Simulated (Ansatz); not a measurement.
## Calculated coordination and Na-23 quadrupole coupling for Na₂CdGe₂Se₆

Cell: a measured structure from the Crystallography Open Database (COD), its atoms then relaxed with PBE in this cell.

```cif
data_Na2CdGe2Se6
_symmetry_space_group_name_H-M 'Cc'
_symmetry_Int_Tables_number 9
_cell_length_a 7.5890
_cell_length_b 13.1820
_cell_length_c 12.0690
_cell_angle_alpha 90.000
_cell_angle_beta 98.829
_cell_angle_gamma 90.000
loop_
_atom_site_label
_atom_site_type_symbol
_atom_site_symmetry_multiplicity
_atom_site_Wyckoff_symbol
_atom_site_fract_x
_atom_site_fract_y
_atom_site_fract_z
Na1 Na 4 a 0.3277 0.2997 0.6874
Na3 Na 4 a 0.4330 0.0018 0.3209
Cd Cd 4 a 0.2652 0.7489 0.5254
Ge7 Ge 4 a 0.0746 0.0233 0.5559
Ge9 Ge 4 a 0.3835 0.3587 0.3071
Se11 Se 4 a 0.3475 0.9426 0.5482
Se13 Se 4 a 0.8035 0.9319 0.4758
Se15 Se 4 a 0.5912 0.6904 0.4972
Se17 Se 4 a 0.6157 0.1530 0.6820
Se19 Se 4 a 0.5576 0.2106 0.3324
Se21 Se 4 a 0.0450 0.9961 0.7508
```

One atom of each set is listed; the run and its k-mesh use a cell of 22 atoms with edges of 7.61, 7.61, 12.07 Å.

Computed with Ansatz: DFT, PBE, plane waves and PAW, scalar-relativistic, 420 eV cutoff, Γ-centred 5×5×3 k-points, Fermi–Dirac smearing 0.02 eV.

Q(Na-23) = 104.0 mb.

Question: Rank these Na sites by |C_Q|, smallest first.
A. Na3: 6 Se at 2.91–3.34 Å
B. Na1: 5 Se at 2.90–3.10 Å

Answer: A (0.647 MHz, η = 0.91), B (0.967 MHz, η = 0.84).

Like point charges on the first shell alone (each adding as 1/d³) would put Na3 above Na1: the covalent part of each bond and the atoms beyond the first shell count as well.
